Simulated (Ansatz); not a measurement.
Crystals of one structure type (zinc blende) and one family of elements, relaxed and computed with PBE in the plane-wave PAW code Ansatz.

```
crystal  V (Å³/atom)  highest Γ mode, no LO–TO term (cm⁻¹)
-------  -----------  ------------------------------------
ZnS            20.16                                   260
ZnSe           23.55                                     ?
CdS            26.02                                   216
CdSe           29.74                                   154
CdTe           36.24                                   130
```

Task: Fit a straight line to ln ω against ln V and predict the withheld value.

Result: Least squares on the 4 shown rows: ln ω = -1.24 × ln V + (9.316), with a scatter of 6 %. For ZnSe this gives 221. The run itself gave 194, outside the scatter: the line misses something about this case.

All cells were relaxed under the symmetry of their starts (and spin orders); stability against distortions was not tested throughout. Scalar-relativistic: spin–orbit coupling is off unless named, which matters more the heavier the elements.

Potentials: the later of the program's two PAW sets.
